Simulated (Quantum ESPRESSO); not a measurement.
Ta3Ti2VAg2, finding a planted mistake in a log

Computed values, not a measurement. The program is pw.x of Quantum ESPRESSO 7.5 (plane-wave density functional theory). The cell is made up: eight metal atoms on a face-centred cubic lattice, with elements, volume, strain and displacements drawn at random and not relaxed, so it may be unstable or far from any real phase. PseudoDojo standard norm-conserving files set the functional (PBE unless stated); there is no spin polarisation or spin-orbit coupling, the Fermi-Dirac width of 0.25 eV means electrons at about 2900 K, and the masses in the input are unused placeholders. Heavy elements are run without spin-orbit coupling, which real alloys of them have. A spin test at this wide smearing found no moment, but such smearing suppresses magnetism that the real alloy may have.

Intended input:

```
&control calculation='scf', pseudo_dir='./dojo.nc.sr.pbe.v0_5.standard.upf', outdir='./o', disk_io='minimal', tprnfor=.true., tstress=.true. /
&system ibrav=0, nat=8, ntyp=4, nbnd=74, ecutwfc=84.00895049, nosym=.true., tot_charge=0,
 occupations='smearing', smearing='fd', degauss=0.0183746611
/
&electrons conv_thr=1.470e-08, electron_maxstep=70, mixing_beta=0.5 /
ATOMIC_SPECIES
Ag 1.0 Ag.upf
Ta 1.0 Ta.upf
Ti 1.0 Ti.upf
V 1.0 V.upf
CELL_PARAMETERS angstrom
0.0544 -1.9514 -2.0032
0.0145 4.0047 -4.1084
7.9614 -0.0942 -0.1232
ATOMIC_POSITIONS angstrom
Ta -0.0223 -0.0024 0.0218
Ta 3.9865 -0.0769 -0.0889
Ti 0.0163 2.0172 -2.1886
V 4.0118 1.9509 -2.1437
Ti 2.0734 0.0296 -1.992
Ag 6.009 -0.0981 -2.1134
Ta 1.9602 1.9437 -4.1147
Ag 5.9791 1.9626 -4.1718
K_POINTS automatic
8 4 3 1 1 1
```

The log is shortened where brackets say so; the opening notice, blank lines, dates and the lines on written files are dropped, and the path of the files is cut. It prints rydbergs, bohrs and kilobars, and counts compression as positive stress. Its total energy is the free energy E - TS of the whole cell.

Log of the intended run:

```
     Program PWSCF v.7.5
     Parallel version (MPI & OpenMP), running on       4 processor cores
     Number of MPI processes:                 4
     Threads/MPI process:                     1
     [start-up lines left out]
     bravais-lattice index     =            0
     lattice parameter (alat)  =       5.2857  a.u.
     unit-cell volume          =     861.4047 (a.u.)^3
     number of atoms/cell      =            8
     number of atomic types    =            4
     number of electrons       =       114.00
     number of Kohn-Sham states=           74
     kinetic-energy cutoff     =      84.0090  Ry
     charge density cutoff     =     336.0358  Ry
     scf convergence threshold =      1.5E-08
     mixing beta               =       0.5000
     number of iterations used =            8  plain     mixing
     Exchange-correlation= PBE
                           (   1   4   3   4   0   0   0)
     [axes and pseudopotential details left out]
   Cartesian axes
     site n.     atom                  positions (alat units)
         1        Ta     tau(   1) = (  -0.0079726  -0.0008580   0.0077938  )
         2        Ta     tau(   2) = (   1.4252295  -0.0274928  -0.0317830  )
         3        Ti     tau(   3) = (   0.0058275   0.7211772  -0.7824551  )
         4        V      tau(   4) = (   1.4342746   0.6974740  -0.7664027  )
         5        Ti     tau(   5) = (   0.7412695   0.0105824  -0.7121678  )
         6        Ag     tau(   6) = (   2.1483015  -0.0350721  -0.7555700  )
         7        Ta     tau(   7) = (   0.7007989   0.6948999  -1.4710628  )
         8        Ag     tau(   8) = (   2.1376118   0.7016569  -1.4914768  )
     number of k points=    48  Fermi-Dirac smearing, width (Ry)=  0.0184
                       cart. coord. in units 2pi/alat
        k(    1) = (   0.0572302  -0.0004179  -0.0853083), wk =   0.0416667
        k(    2) = (  -0.1770802  -0.0032585  -0.0889041), wk =   0.0416667
     [further k points left out]
     Dense  grid:    89673 G-vectors     FFT dimensions: (  32,  64,  90)
     Estimated max dynamical RAM per process >     320.29 MB
     Estimated total dynamical RAM >       1.19 GB
     Initial potential from superposition of free atoms
     starting charge     113.9921, renormalised to     114.0000
     Starting wfcs are   80 randomized atomic wfcs
     total cpu time spent up to now is        4.5 secs
     per-process dynamical memory:   247.7 Mb
     Self-consistent Calculation
     iteration #  1     ecut=    84.01 Ry     beta= 0.50
     Davidson diagonalization with overlap
     ethr =  1.00E-02,  avg # of iterations =  2.7
     total cpu time spent up to now is       14.5 secs
     total energy              =   -1390.36658296 Ry
     estimated scf accuracy    <       8.04848286 Ry
     iteration #  2     ecut=    84.01 Ry     beta= 0.50
     Davidson diagonalization with overlap
     ethr =  7.06E-03,  avg # of iterations =  3.6
     total cpu time spent up to now is       26.1 secs
     total energy              =   -1389.13452134 Ry
     estimated scf accuracy    <      89.98297059 Ry
     [iterations 3 to 19 left out]
     iteration # 20     ecut=    84.01 Ry     beta= 0.50
     Davidson diagonalization with overlap
     ethr =  1.15E-10,  avg # of iterations =  2.3
     total cpu time spent up to now is      192.1 secs
     total energy              =   -1395.61874527 Ry
     estimated scf accuracy    <       0.00000005 Ry
     iteration # 21     ecut=    84.01 Ry     beta= 0.50
     Davidson diagonalization with overlap
     ethr =  4.56E-11,  avg # of iterations =  1.3
     total cpu time spent up to now is      200.5 secs
     End of self-consistent calculation
     [lines on levels left out]
!    total energy              =   -1395.61874527 Ry
     estimated scf accuracy    <          9.2E-10 Ry
     smearing contrib. (-TS)   =      -0.12694240 Ry
     internal energy E=F+TS    =   -1395.49180287 Ry
     The total energy is F=E-TS. E is the sum of the following terms:
     one-electron contribution =    -460.92656681 Ry
     hartree contribution      =     290.08191975 Ry
     xc contribution           =    -239.68988673 Ry
     ewald contribution        =    -984.95726909 Ry
     convergence has been achieved in  21 iterations
     Forces acting on atoms (cartesian axes, Ry/au):
     atom    1 type  2   force =     0.00790266    0.03332152   -0.02397075
     atom    2 type  2   force =    -0.00747419    0.00137471    0.00038937
     atom    3 type  3   force =    -0.01997319   -0.03442449    0.04869911
     atom    4 type  4   force =    -0.01514545   -0.00955188    0.00407465
     atom    5 type  3   force =    -0.01509130    0.01963476   -0.02724587
     atom    6 type  1   force =    -0.00667095    0.03275382   -0.02684795
     atom    7 type  2   force =     0.06460102   -0.01768523    0.01393170
     atom    8 type  1   force =    -0.00814860   -0.02542320    0.01096974
     Total force =     0.121676     Total SCF correction =     0.000218
     Computing stress (Cartesian axis) and pressure
          total   stress  (Ry/bohr**3)                   (kbar)     P=      181.10
   0.00161368   0.00008682   0.00016509          237.38       12.77       24.28
   0.00008682   0.00102736   0.00011985           12.77      151.13       17.63
   0.00016509   0.00011985   0.00105224           24.28       17.63      154.79
     init_run     :      4.28s CPU      4.41s WALL (       1 calls)
     electrons    :    192.64s CPU    196.00s WALL (       1 calls)
     forces       :      1.54s CPU      1.55s WALL (       1 calls)
     stress       :      5.07s CPU      5.07s WALL (       1 calls)
     [timing details left out]
     PWSCF        :   3m23.63s CPU   3m27.18s WALL
     JOB DONE.
```

A second run was made from an input with one planted mistake. Its log:

```
     Program PWSCF v.7.5
     Parallel version (MPI & OpenMP), running on       4 processor cores
     Number of MPI processes:                 4
     Threads/MPI process:                     1
     [start-up lines left out]
     bravais-lattice index     =            0
     lattice parameter (alat)  =       5.2857  a.u.
     unit-cell volume          =     861.4047 (a.u.)^3
     number of atoms/cell      =            8
     number of atomic types    =            5
     number of electrons       =       111.00
     number of Kohn-Sham states=           73
     kinetic-energy cutoff     =      84.0090  Ry
     charge density cutoff     =     336.0358  Ry
     scf convergence threshold =      1.5E-08
     mixing beta               =       0.5000
     number of iterations used =            8  plain     mixing
     Exchange-correlation= PBE
                           (   1   4   3   4   0   0   0)
     [axes and pseudopotential details left out]
   Cartesian axes
     site n.     atom                  positions (alat units)
         1        Ta     tau(   1) = (  -0.0079726  -0.0008580   0.0077938  )
         2        Ta     tau(   2) = (   1.4252295  -0.0274928  -0.0317830  )
         3        Ti     tau(   3) = (   0.0058275   0.7211772  -0.7824551  )
         4        V      tau(   4) = (   1.4342746   0.6974740  -0.7664027  )
         5        Ti     tau(   5) = (   0.7412695   0.0105824  -0.7121678  )
         6        Ag     tau(   6) = (   2.1483015  -0.0350721  -0.7555700  )
         7        Ta     tau(   7) = (   0.7007989   0.6948999  -1.4710628  )
         8        Ru     tau(   8) = (   2.1376118   0.7016569  -1.4914768  )
     number of k points=    48  Fermi-Dirac smearing, width (Ry)=  0.0184
                       cart. coord. in units 2pi/alat
        k(    1) = (   0.0572302  -0.0004179  -0.0853083), wk =   0.0416667
        k(    2) = (  -0.1770802  -0.0032585  -0.0889041), wk =   0.0416667
     [further k points left out]
     Dense  grid:    89673 G-vectors     FFT dimensions: (  32,  64,  90)
     Estimated max dynamical RAM per process >     323.62 MB
     Estimated total dynamical RAM >       1.20 GB
     Initial potential from superposition of free atoms
     starting charge     110.9918, renormalised to     111.0000
     Starting wfcs are   80 randomized atomic wfcs
     total cpu time spent up to now is        5.2 secs
     per-process dynamical memory:   247.7 Mb
     Self-consistent Calculation
     iteration #  1     ecut=    84.01 Ry     beta= 0.50
     Davidson diagonalization with overlap
     ethr =  1.00E-02,  avg # of iterations =  2.6
     total cpu time spent up to now is       16.2 secs
     total energy              =   -1282.76026551 Ry
     estimated scf accuracy    <       7.64642403 Ry
     iteration #  2     ecut=    84.01 Ry     beta= 0.50
     Davidson diagonalization with overlap
     ethr =  6.89E-03,  avg # of iterations =  4.1
     total cpu time spent up to now is       29.8 secs
     total energy              =   -1281.36990687 Ry
     estimated scf accuracy    <     106.83304709 Ry
     [iterations 3 to 20 left out]
     iteration # 21     ecut=    84.01 Ry     beta= 0.50
     Davidson diagonalization with overlap
     ethr =  2.64E-11,  avg # of iterations =  2.3
     total cpu time spent up to now is      230.4 secs
     total energy              =   -1287.82137567 Ry
     estimated scf accuracy    <       0.00000004 Ry
     iteration # 22     ecut=    84.01 Ry     beta= 0.50
     Davidson diagonalization with overlap
     ethr =  2.64E-11,  avg # of iterations =  1.2
     total cpu time spent up to now is      239.4 secs
     End of self-consistent calculation
     [lines on levels left out]
!    total energy              =   -1287.82137566 Ry
     estimated scf accuracy    <       0.00000001 Ry
     smearing contrib. (-TS)   =      -0.13247718 Ry
     internal energy E=F+TS    =   -1287.68889848 Ry
     The total energy is F=E-TS. E is the sum of the following terms:
     one-electron contribution =    -366.99121132 Ry
     hartree contribution      =     241.53378959 Ry
     xc contribution           =    -227.39162387 Ry
     ewald contribution        =    -934.83985288 Ry
     convergence has been achieved in  22 iterations
     Forces acting on atoms (cartesian axes, Ry/au):
     atom    1 type  3   force =    -0.03193225    0.01552532   -0.01729516
     atom    2 type  3   force =     0.03666414   -0.01463937    0.02310063
     atom    3 type  4   force =    -0.05753656   -0.02906996    0.03713917
     atom    4 type  5   force =     0.02152639    0.00857375   -0.00688631
     atom    5 type  4   force =    -0.01277914    0.01650290   -0.02817131
     atom    6 type  1   force =    -0.00646727    0.03569332   -0.02968472
     atom    7 type  3   force =     0.06788184   -0.01715337    0.01217695
     atom    8 type  2   force =    -0.01735717   -0.01543260    0.00962074
     Total force =     0.137404     Total SCF correction =     0.000588
     Computing stress (Cartesian axis) and pressure
          total   stress  (Ry/bohr**3)                   (kbar)     P=      127.86
   0.00082858   0.00005561   0.00013648          121.89        8.18       20.08
   0.00005561   0.00087269   0.00020695            8.18      128.38       30.44
   0.00013648   0.00020695   0.00090632           20.08       30.44      133.32
     init_run     :      4.92s CPU      5.05s WALL (       1 calls)
     electrons    :    230.34s CPU    234.21s WALL (       1 calls)
     forces       :      1.61s CPU      1.62s WALL (       1 calls)
     stress       :      5.45s CPU      5.45s WALL (       1 calls)
     [timing details left out]
     PWSCF        :   4m 2.43s CPU   4m 6.49s WALL
     JOB DONE.
```

Question: the log repeats what the program read. Compare it with the intended run: what was wrong in the second input?

Answer: one atom is of a wrong element. The input lines that differ:

```
- &system ibrav=0, nat=8, ntyp=4, nbnd=74, ecutwfc=84.00895049, nosym=.true., tot_charge=0,
+ &system ibrav=0, nat=8, ntyp=5, nbnd=73, ecutwfc=84.00895049, nosym=.true., tot_charge=0,
+ Ru 1.0 Ru.upf
- Ag 5.9791 1.9626 -4.1718
+ Ru 5.9791 1.9626 -4.1718
```

```
                                            intended run  run with the mistake
                          free energy (eV)    -18988.360            -17521.702
         entropy term -TS, part of it (eV)        -1.727                -1.802
                            pressure (GPa)         18.11                 12.79
size of the largest force component (eV/Å)         1.661                 1.745
largest change of a force component (eV/Å)                               1.135
                                iterations            21                    22
```

For scale, a rerun of the intended cell at a higher cutoff and on a denser mesh moved values by no more than 0.004 eV in energy, 0.08 GPa in stress and 0.006 eV/Å in force, and a second program with other atomic files agreed on that cell to 2 % rms in force and 0.5 GPa in pressure. Files of another functional or element have another zero of energy, so the energy change says nothing on stability. The number of bands, nbnd, was set by rule from the electron count, so it follows the mistake.